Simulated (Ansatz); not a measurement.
GaCu$_{3}$ in space group P6_3/mmc (No. 194; Ga on 2d, Cu on 6h), r²SCAN (plane waves, PAW; program Ansatz), all energies at zero smearing, with the estimated change up to a 700 eV cutoff added, with one set of potentials and settings (totals compare only within such a set). Cell of 8 atoms (2 Ga, 6 Cu): -47368.808 eV.

```csv
element,reference phase,E (eV/atom)
Ga,"Cmce, 4 atoms in the cell",-3790.2689
Cu,"Fm-3m, 1 atoms in the cell",-6631.2396
```

Formation energy per atom, worked out: (-47368.808 − 2×(-3790.2689) − 6×(-6631.2396))/8 = -0.104 eV/atom (-10 kJ per mol of atoms), at 0 K, without zero-point energy or fitted corrections.

The workflow started from a Materials Project entry (that database holds measured and hypothetical structures alike); the Crystallography Open Database copy checked does not list it. With Ga and Cu taken as one species the cell has the higher symmetry P6_3/mmc, so it may be an ordered model of a mixed-site phase. Its standing as an ambient phase is unchecked. The cell was relaxed with r²SCAN under the symmetry of its start; whether a distortion lowers the energy is not shown. The run is not spin-polarised. The references are the lowest solids computed at this level, not always the standard phases.

Potentials: the later of the program's two PAW sets.
